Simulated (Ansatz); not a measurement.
Data:

ZrCu$_{5}$:
```cif
data_Cu5Zr
_chemical_formula_sum 'Zr1 Cu5'
_space_group_name_H-M_alt 'P 1'
_space_group_IT_number 1
_cell_length_a 4.80030
_cell_length_b 4.80030
_cell_length_c 4.80030
_cell_angle_alpha 60.000
_cell_angle_beta 60.000
_cell_angle_gamma 60.000
loop_
_space_group_symop_operation_xyz
  'x, y, z'
loop_
_atom_site_label
_atom_site_type_symbol
_atom_site_fract_x
_atom_site_fract_y
_atom_site_fract_z
_atom_site_occupancy
Zr1 Zr 0.00000 0.00000 0.00000 1
Cu1 Cu 0.25000 0.25000 0.25000 1
Cu2 Cu 0.62422 0.62422 0.62422 1
Cu3 Cu 0.62422 0.62422 0.12733 1
Cu4 Cu 0.62422 0.12733 0.62422 1
Cu5 Cu 0.12733 0.62422 0.62422 1
```

This is the PBEsol-relaxed structure.

Q: All from PBEsol (plane waves, PAW; program Ansatz), unless another level is named. Give the Young's modulus.

A: 181 GPa.

Q: Next, the elastic constants (relaxed ions, GPa)?

A: C11 = 238, C12 = 120, C44 = 76.7.

Space group F-43m. The first step of the workflow began from a Materials Project structure, measured or hypothetical; the Crystallography Open Database files this formula in space group No. 216, but the cells were not matched. Its standing as an ambient phase is unchecked. Symmetry was held in the PBEsol relaxation; its stability against distortions is not shown here. The run is not spin-polarised. As this level gives no gap, shear constants depend on the k-mesh and smearing (Fermi–Dirac, 0.1 eV here).

Potentials: the later of the program's two PAW sets.
